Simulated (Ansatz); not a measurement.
## Sn3Bi: stationary points along a deformation path

Method: Ansatz, DFT PBEsol, scalar-relativistic, plane waves, PAW. Cutoff 420 eV, Γ-centred 12×12×12 k-points, Gaussian smearing of 0.15 eV. Spin–orbit coupling is left out, which can shift energies with elements as heavy as these. No spin polarisation. Energies are free energies at this smearing, counted from the undisturbed cell; pressure is positive in compression.

The starting cell (relaxed at this level; with this scan's settings it stands at -0.2 GPa; it needn't be the usual structure):

```
Sn Bi
1.0
     0.00000    3.79724    3.79724
     3.79724    0.00000    3.79724
     3.79724    3.79724    0.00000
Sn Bi
3 1
Direct
  0.00000 0.00000 0.00000
  0.25000 0.25000 0.25000
  0.75000 0.75000 0.75000
  0.50000 0.50000 0.50000
```

At fixed volume and fractional coordinates, lengths along (0.577, 0.577, 0.577) are scaled against those across it; ρ is that ratio over its starting value. V = 27.376 Å³/atom. Δσ is the stress along the axis less the mean stress across it (compression positive).

```csv
ρ,ΔE (meV/atom),Δσ (GPa),space group
0.500,4989.5,210.08,R-3m
0.710,629.1,43.61,R-3m
1.000,0.0,0.00,Fm-3m
1.410,83.3,0.97,R-3m
2.000,26.5,0.21,R-3m
```

**Question.** How does the stress give the slope of the energy, and where is the energy stationary?

**Answer.** Along the path d ln(length) is 2/3 d ln ρ on the axis and −1/3 d ln ρ across it, so dE/d ln ρ = −(2/3) V Δσ: the energy falls with ρ where Δσ is positive. Δσ vanishes or changes sign at ρ = 1.000 (Fm-3m), a stationary point at 0.0 meV/atom; between ρ = 1.000 and 1.410, at least one maximum (the energy rises over this step, yet the slope at ρ = 1.410 points the other way). Pairs of stationary points between two samples would go unseen, and could change a minimum read from distant neighbours into a maximum. At ρ = 1.000 the cell is cubic, where symmetry alone makes the stress isotropic and the slope zero.

Forces appear on the atoms along this scan, and letting them relax would lower the energy and soften the response. In a metal these slopes depend on the k mesh and the smearing.

Cost: 5 runs of about 4.8 core-minutes in all, on Arm Neoverse N1 (shared hosts).